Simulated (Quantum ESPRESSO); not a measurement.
Zr3W3ScAg, one run as intended and one with a planted mistake

Computed values, not a measurement. The program is pw.x of Quantum ESPRESSO 7.5 (plane-wave density functional theory). The cell is made up: eight metal atoms on a hexagonal close-packed lattice, with elements, volume, strain and displacements drawn at random and not relaxed, so it may be unstable or far from any real phase. PseudoDojo standard norm-conserving files set the functional (PBE unless stated); there is no spin polarisation or spin-orbit coupling, the Fermi-Dirac width of 0.25 eV means electrons at about 2900 K, and the masses in the input are unused placeholders. Heavy elements are run without spin-orbit coupling, which real alloys of them have. A spin test at this wide smearing found no moment, but such smearing suppresses magnetism that the real alloy may have.

Intended input:

```
&control calculation='scf', pseudo_dir='./dojo.nc.sr.pbe.v0_5.standard.upf', outdir='./o', disk_io='minimal', tprnfor=.true., tstress=.true. /
&system ibrav=0, nat=8, ntyp=4, nbnd=71, ecutwfc=82.02448710, nosym=.true., tot_charge=0,
 occupations='smearing', smearing='fd', degauss=0.0183746611
/
&electrons conv_thr=1.470e-08, electron_maxstep=70, mixing_beta=0.5 /
ATOMIC_SPECIES
Ag 1.0 Ag.upf
Sc 1.0 Sc.upf
W 1.0 W.upf
Zr 1.0 Zr.upf
CELL_PARAMETERS angstrom
0.0082 5.3924 0.0069
3.0264 0.0112 4.9233
3.072 -0.0018 -4.9512
ATOMIC_POSITIONS angstrom
Zr 0.0263 -0.0021 0.0808
W 3.0556 0.033 -0.1022
Sc 3.078 1.7085 -2.5242
Zr 3.0276 1.8315 2.4993
W 1.5328 2.7696 0.0022
Zr 4.623 2.7123 -0.0801
Ag 1.5229 4.4613 -2.4913
W 1.5421 4.4441 2.4489
K_POINTS automatic
4 5 5 1 1 1
```

The log is shortened where brackets say so; the opening notice, blank lines, dates and the lines on written files are dropped, and the path of the files is cut. It prints rydbergs, bohrs and kilobars, and counts compression as positive stress. Its total energy is the free energy E - TS of the whole cell.

Log of the intended run:

```
     Program PWSCF v.7.5
     Parallel version (MPI & OpenMP), running on       4 processor cores
     Number of MPI processes:                 4
     Threads/MPI process:                     1
     [start-up lines left out]
     bravais-lattice index     =            0
     lattice parameter (alat)  =      10.1902  a.u.
     unit-cell volume          =    1095.6423 (a.u.)^3
     number of atoms/cell      =            8
     number of atomic types    =            4
     number of electrons       =       108.00
     number of Kohn-Sham states=           71
     kinetic-energy cutoff     =      82.0245  Ry
     charge density cutoff     =     328.0979  Ry
     scf convergence threshold =      1.5E-08
     mixing beta               =       0.5000
     number of iterations used =            8  plain     mixing
     Exchange-correlation= PBE
                           (   1   4   3   4   0   0   0)
     [axes and pseudopotential details left out]
   Cartesian axes
     site n.     atom                  positions (alat units)
         1        Zr     tau(   1) = (   0.0048772  -0.0003894   0.0149840  )
         2        W      tau(   2) = (   0.5666482   0.0061197  -0.0189526  )
         3        Sc     tau(   3) = (   0.5708022   0.3168342  -0.4681023  )
         4        Zr     tau(   4) = (   0.5614558   0.3396440   0.4634847  )
         5        W      tau(   5) = (   0.2842513   0.5136107   0.0004080  )
         6        Zr     tau(   6) = (   0.8573160   0.5029847  -0.0148542  )
         7        Ag     tau(   7) = (   0.2824154   0.8273294  -0.4620012  )
         8        W      tau(   8) = (   0.2859760   0.8241398   0.4541383  )
     number of k points=    50  Fermi-Dirac smearing, width (Ry)=  0.0184
                       cart. coord. in units 2pi/alat
        k(    1) = (   0.1766575   0.1247308   0.0006516), wk =   0.0400000
        k(    2) = (   0.3530084   0.1246013  -0.1077528), wk =   0.0400000
     [further k points left out]
     Dense  grid:   109977 G-vectors     FFT dimensions: (  60,  64,  64)
     Estimated max dynamical RAM per process >     394.80 MB
     Estimated total dynamical RAM >       1.46 GB
     Initial potential from superposition of free atoms
     starting charge     107.9883, renormalised to     108.0000
     Starting wfcs are   80 randomized atomic wfcs
     total cpu time spent up to now is        9.9 secs
     per-process dynamical memory:   301.6 Mb
     Self-consistent Calculation
     iteration #  1     ecut=    82.02 Ry     beta= 0.50
     Davidson diagonalization with overlap
     ethr =  1.00E-02,  avg # of iterations =  2.7
     total cpu time spent up to now is       32.0 secs
     total energy              =   -1164.47213286 Ry
     estimated scf accuracy    <       1.73998146 Ry
     iteration #  2     ecut=    82.02 Ry     beta= 0.50
     Davidson diagonalization with overlap
     ethr =  1.61E-03,  avg # of iterations =  4.6
     total cpu time spent up to now is       57.4 secs
     total energy              =   -1164.70854703 Ry
     estimated scf accuracy    <       6.32016574 Ry
     [iterations 3 to 18 left out]
     iteration # 19     ecut=    82.02 Ry     beta= 0.50
     Davidson diagonalization with overlap
     ethr =  3.48E-11,  avg # of iterations =  5.0
     total cpu time spent up to now is      440.6 secs
     total energy              =   -1165.47017215 Ry
     estimated scf accuracy    <       0.00000003 Ry
     iteration # 20     ecut=    82.02 Ry     beta= 0.50
     Davidson diagonalization with overlap
     ethr =  3.03E-11,  avg # of iterations =  2.0
     total cpu time spent up to now is      459.7 secs
     End of self-consistent calculation
     [lines on levels left out]
!    total energy              =   -1165.47017215 Ry
     estimated scf accuracy    <          5.8E-09 Ry
     smearing contrib. (-TS)   =      -0.15095359 Ry
     internal energy E=F+TS    =   -1165.31921857 Ry
     The total energy is F=E-TS. E is the sum of the following terms:
     one-electron contribution =    -325.13616083 Ry
     hartree contribution      =     208.19963526 Ry
     xc contribution           =    -221.57024170 Ry
     ewald contribution        =    -826.81245129 Ry
     convergence has been achieved in  20 iterations
     Forces acting on atoms (cartesian axes, Ry/au):
     atom    1 type  4   force =     0.02110900   -0.02121205   -0.02499682
     atom    2 type  3   force =    -0.00800469   -0.01342312    0.01334984
     atom    3 type  2   force =     0.00044755    0.02121315    0.02571348
     atom    4 type  4   force =    -0.00168284   -0.00936902   -0.04102365
     atom    5 type  3   force =     0.02284165    0.00404025    0.00998163
     atom    6 type  4   force =    -0.02994076    0.02618589    0.01704425
     atom    7 type  1   force =     0.00014990    0.00112718    0.00883735
     atom    8 type  3   force =    -0.00491980   -0.00856228   -0.00890609
     Total force =     0.087146     Total SCF correction =     0.000228
     Computing stress (Cartesian axis) and pressure
          total   stress  (Ry/bohr**3)                   (kbar)     P=      -58.37
  -0.00041286  -0.00000972   0.00007208          -60.73       -1.43       10.60
  -0.00000972  -0.00058239  -0.00010937           -1.43      -85.67      -16.09
   0.00007208  -0.00010937  -0.00019515           10.60      -16.09      -28.71
     init_run     :      9.27s CPU      9.68s WALL (       1 calls)
     electrons    :    447.78s CPU    449.89s WALL (       1 calls)
     forces       :      3.43s CPU      3.46s WALL (       1 calls)
     stress       :     12.68s CPU     13.00s WALL (       1 calls)
     [timing details left out]
     PWSCF        :   7m53.45s CPU   7m56.34s WALL
     JOB DONE.
```

A second run has one planted mistake: the files are those of another functional. The input lines that differ:

```
- &control calculation='scf', pseudo_dir='./dojo.nc.sr.pbe.v0_5.standard.upf', outdir='./o', disk_io='minimal', tprnfor=.true., tstress=.true. /
+ &control calculation='scf', pseudo_dir='./dojo.nc.sr.lda.v0_4_1.standard.upf', outdir='./o', disk_io='minimal', tprnfor=.true., tstress=.true. /
```

Its log:

```
     Program PWSCF v.7.5
     Parallel version (MPI & OpenMP), running on       4 processor cores
     Number of MPI processes:                 4
     Threads/MPI process:                     1
     [start-up lines left out]
     bravais-lattice index     =            0
     lattice parameter (alat)  =      10.1902  a.u.
     unit-cell volume          =    1095.6423 (a.u.)^3
     number of atoms/cell      =            8
     number of atomic types    =            4
     number of electrons       =       108.00
     number of Kohn-Sham states=           71
     kinetic-energy cutoff     =      82.0245  Ry
     charge density cutoff     =     328.0979  Ry
     scf convergence threshold =      1.5E-08
     mixing beta               =       0.5000
     number of iterations used =            8  plain     mixing
     Exchange-correlation= SLA  PW   NOGX NOGC
                           (   1   4   0   0   0   0   0)
     [axes and pseudopotential details left out]
   Cartesian axes
     site n.     atom                  positions (alat units)
         1        Zr     tau(   1) = (   0.0048772  -0.0003894   0.0149840  )
         2        W      tau(   2) = (   0.5666482   0.0061197  -0.0189526  )
         3        Sc     tau(   3) = (   0.5708022   0.3168342  -0.4681023  )
         4        Zr     tau(   4) = (   0.5614558   0.3396440   0.4634847  )
         5        W      tau(   5) = (   0.2842513   0.5136107   0.0004080  )
         6        Zr     tau(   6) = (   0.8573160   0.5029847  -0.0148542  )
         7        Ag     tau(   7) = (   0.2824154   0.8273294  -0.4620012  )
         8        W      tau(   8) = (   0.2859760   0.8241398   0.4541383  )
     number of k points=    50  Fermi-Dirac smearing, width (Ry)=  0.0184
                       cart. coord. in units 2pi/alat
        k(    1) = (   0.1766575   0.1247308   0.0006516), wk =   0.0400000
        k(    2) = (   0.3530084   0.1246013  -0.1077528), wk =   0.0400000
     [further k points left out]
     Dense  grid:   109977 G-vectors     FFT dimensions: (  60,  64,  64)
     Estimated max dynamical RAM per process >     394.80 MB
     Estimated total dynamical RAM >       1.46 GB
     Initial potential from superposition of free atoms
     starting charge     107.9902, renormalised to     108.0000
     Starting wfcs are   80 randomized atomic wfcs
     total cpu time spent up to now is       10.1 secs
     per-process dynamical memory:   310.0 Mb
     Self-consistent Calculation
     iteration #  1     ecut=    82.02 Ry     beta= 0.50
     Davidson diagonalization with overlap
     ethr =  1.00E-02,  avg # of iterations =  2.6
     total cpu time spent up to now is       32.3 secs
     total energy              =   -1165.17027061 Ry
     estimated scf accuracy    <       1.64934804 Ry
     iteration #  2     ecut=    82.02 Ry     beta= 0.50
     Davidson diagonalization with overlap
     ethr =  1.53E-03,  avg # of iterations =  4.3
     total cpu time spent up to now is       58.2 secs
     total energy              =   -1165.39260113 Ry
     estimated scf accuracy    <       5.90623293 Ry
     [iterations 3 to 16 left out]
     iteration # 17     ecut=    82.02 Ry     beta= 0.50
     Davidson diagonalization with overlap
     ethr =  4.34E-11,  avg # of iterations =  5.8
     total cpu time spent up to now is      395.6 secs
     total energy              =   -1166.11077112 Ry
     estimated scf accuracy    <       0.00000011 Ry
     iteration # 18     ecut=    82.02 Ry     beta= 0.50
     Davidson diagonalization with overlap
     ethr =  4.34E-11,  avg # of iterations =  2.0
     total cpu time spent up to now is      415.0 secs
     End of self-consistent calculation
     [lines on levels left out]
!    total energy              =   -1166.11077112 Ry
     estimated scf accuracy    <          8.1E-09 Ry
     smearing contrib. (-TS)   =      -0.15281660 Ry
     internal energy E=F+TS    =   -1165.95795452 Ry
     The total energy is F=E-TS. E is the sum of the following terms:
     one-electron contribution =    -327.20550668 Ry
     hartree contribution      =     208.19918166 Ry
     xc contribution           =    -220.13917821 Ry
     ewald contribution        =    -826.81245129 Ry
     convergence has been achieved in  18 iterations
     Forces acting on atoms (cartesian axes, Ry/au):
     atom    1 type  4   force =     0.02220041   -0.02333360   -0.02239696
     atom    2 type  3   force =    -0.00844168   -0.01499158    0.01109327
     atom    3 type  2   force =     0.00136355    0.01867338    0.02582837
     atom    4 type  4   force =    -0.00282454   -0.00571574   -0.03939890
     atom    5 type  3   force =     0.02078923    0.00662353    0.01103020
     atom    6 type  4   force =    -0.02835846    0.02656997    0.01444400
     atom    7 type  1   force =    -0.00038823    0.00136378    0.00940111
     atom    8 type  3   force =    -0.00434028   -0.00918974   -0.01000109
     Total force =     0.084728     Total SCF correction =     0.000167
     Computing stress (Cartesian axis) and pressure
          total   stress  (Ry/bohr**3)                   (kbar)     P=     -142.68
  -0.00098508  -0.00000439   0.00006665         -144.91       -0.65        9.80
  -0.00000439  -0.00114220  -0.00010403           -0.65     -168.02      -15.30
   0.00006665  -0.00010403  -0.00078255            9.80      -15.30     -115.12
     init_run     :      9.29s CPU      9.62s WALL (       1 calls)
     electrons    :    396.87s CPU    404.91s WALL (       1 calls)
     forces       :      3.36s CPU      3.38s WALL (       1 calls)
     stress       :     12.47s CPU     12.74s WALL (       1 calls)
     [timing details left out]
     PWSCF        :   7m 2.47s CPU   7m11.22s WALL
     JOB DONE.
```

```
                                            intended run  run with the mistake
                          free energy (eV)    -15857.030            -15865.745
         entropy term -TS, part of it (eV)        -2.054                -2.079
                            pressure (GPa)         -5.84                -14.27
size of the largest force component (eV/Å)         1.055                 1.013
largest change of a force component (eV/Å)                               0.094
                                iterations            20                    18
```

For scale, a rerun of the intended cell at a higher cutoff and on a denser mesh moved values by no more than 0.002 eV in energy, 0.05 GPa in stress and 0.005 eV/Å in force, and a second program with other atomic files agreed on that cell to 2 % rms in force and 0.5 GPa in pressure. Files of another functional or element have another zero of energy, so the energy change says nothing on stability.